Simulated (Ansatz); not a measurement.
CdS in space group P6_3mc (No. 186; Pearson symbol hP12), a = b = 4.193 Å, c = 20.517 Å, α = β = 90.00°, γ = 120.00°.

Relaxed with PBE. Plane-wave PAW PBE (Ansatz code) gives a gap of 1.06 eV.

Q: What gap does HSE06 give on the same cell (Ansatz, PAW)?

A: 2.07 eV, 1.01 eV more. The hybrid was solved on a coarser mesh and at special points; the gap given is the minimum over both.

| k | v1 PBE | c1 PBE | v1 HSE06 | c1 HSE06 |
|---|---|---|---|---|
| Γ | 0.00 | 1.06 | 0.00 | 2.07 |
| A | -0.05 | 1.55 | -0.05 | 2.51 |
| K | -1.14 | 4.37 | (withheld) | (withheld) |
| H | -1.18 | 4.46 | (withheld) | (withheld) |
| M | -0.69 | 3.09 | (withheld) | (withheld) |
| L | -0.76 | 3.18 | (withheld) | (withheld) |

Q: Top valence (v1) and lowest conduction level (c1) in eV from each method's valence maximum (which need not be a listed point): supply the withheld HSE06 values.

A: 
- M, v1 HSE06: -0.74
- M, c1 HSE06: 4.17
- L, v1 HSE06: -0.82
- L, c1 HSE06: 4.23
- K, v1 HSE06: -1.22
- K, c1 HSE06: 5.48
- H, v1 HSE06: -1.27
- H, c1 HSE06: 5.63

Cost on shared cores: the PBE run (SCF on a 8×8×2 mesh, then bands and DOS) roughly 8 core-minutes, the HSE06 run (SCF on 5×5×1, then a few points) very roughly 14 core-minutes; the tasks are unlike.

A made-up cell: these elements were put on the sites of a structure type. Its sites differ from those of the usual phase in this space group: another stacking or structure type. The PBE relaxation kept the symmetry of its start; its stability against distortions is not shown here. Scalar-relativistic: spin–orbit coupling is off unless named, which matters more the heavier the elements.

Potentials: the later of the program's two PAW sets.
